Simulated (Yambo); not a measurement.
Yambo run on Ca$_{2}$H$_{3}$Br (space group P-3m1, No. 164). The wavefunctions are PBEsol (Quantum ESPRESSO, PseudoDojo norm-conserving, 72 Ry, without SOC) ones on a 3×3×2 mesh (15 occupied bands); a = b = 3.9029 Å, c = 6.8535 Å, α = β = 90.00°, γ = 120.00°.

Yambo input:

```
rim_cut
gw0
dyson
el_el_corr
HF_and_locXC
ppa
em1d
RandQpts= 1000000
RandGvec= 1 Ry
EXXRLvcs= 72 Ry
VXCRLvcs= 288 Ry
Chimod= "HARTREE"
% BndsRnXp
 3 | 165 |
%
NGsBlkXp= 8 Ry
% LongDrXp
 1.0 | 1.0 | 1.0 |
%
PPAPntXp= 27.2114 eV
% GbndRnge
 1 | 60 |
%
GTermKind= "BG"
DysSolver= "n"
ExtendOut
% QPkrange
 2 | 2 | 15 | 16 |
 4 | 4 | 16 | 16 |
%
```

k points by index: 2 = A, 4 = (0, 0.333, -0.5).

The o-*.qp file then holds:

```
#    K-point    Band    Eo [eV]    E [eV]    E-Eo [eV]    Vxc [eV]    Vnlxc [eV]    Sc|Eo [eV]    Sc|E [eV]    dSc/dw|Eo [eV]    Re(Z)    Im(Z)
#
    2    15    0.000000    -0.883320    -0.883320    -11.44399    -13.84527    1.293438    1.517966    -6.915987    0.797345    -0.001498
    2    16    1.686910    2.403136    0.716226    -9.667964    -4.860301    -3.945445    -4.091437    -5.545612    0.830703    -0.001218
    4    16    1.542177    2.479525    0.937348    -10.87589    -5.570614    -4.162276    -4.367929    -5.969184    0.820098    -0.001353
```
(The two width columns are left out.) Convergence of these settings isn't established.

Geometry of the Materials Project entry, not relaxed at this level.

The structure is a Materials Project entry; no match was found in the copy of COD used, and its stability was not checked.
